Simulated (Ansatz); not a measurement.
Values for one crystal, relaxed and computed with PBE (plane waves, PAW; program Ansatz); other levels are named.

| Property | Result |
|---|---|
| Volume per atom | 12.10 Å³ |
| Electronic character | metallic (no gap) |
| Bulk modulus (Birch–Murnaghan fit) | 159 GPa |
| Pressure derivative B′ | 4.3 |
| Formation energy from the elements (no fitted shifts) | -0.65 eV/atom |
| Density of states at the Fermi level | 0.43 states/eV per atom (mean over ±0.08 eV) |

Task: Pick the material that matches.
A) Nb3Sn, A15 (Cr3Si type)
B) AlNi, CsCl type
C) TiAl, L1₀ or tetragonal B2
D) Mn3Sn, Ama2 (Mn on 4b, Mn on 4b, Mn on 4b, Sn on 4b)

Result: B, AlNi, CsCl type

Space group Pm-3m (CsCl type). Symmetry was held in the PBE relaxation. The run is not spin-polarised. The references are the lowest solids computed at this level, not always the standard phases.

Potentials: the earlier of the program's two PAW sets.
